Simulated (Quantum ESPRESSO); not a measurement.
SrGaSnH (space group P3m1, No. 156) has an indirect gap of 0.44 eV with norm-conserving PBEsol (Quantum ESPRESSO, 80 Ry, without SOC). After a biaxial strain (along x and y, z relaxed, atoms relaxed) the gap is direct, 0.32 eV.

**Question.** Which strain was applied?
(A) +2 %
(B) -1 %
(C) -2 %
(D) +1 %

**Answer.** A, +2 %. Gaps found: -2 %: 0.27 eV (indirect); -1 %: 0.40 eV (indirect); 0 %: 0.44 eV (indirect); 1 %: 0.43 eV (near tie); 2 %: 0.32 eV (direct).
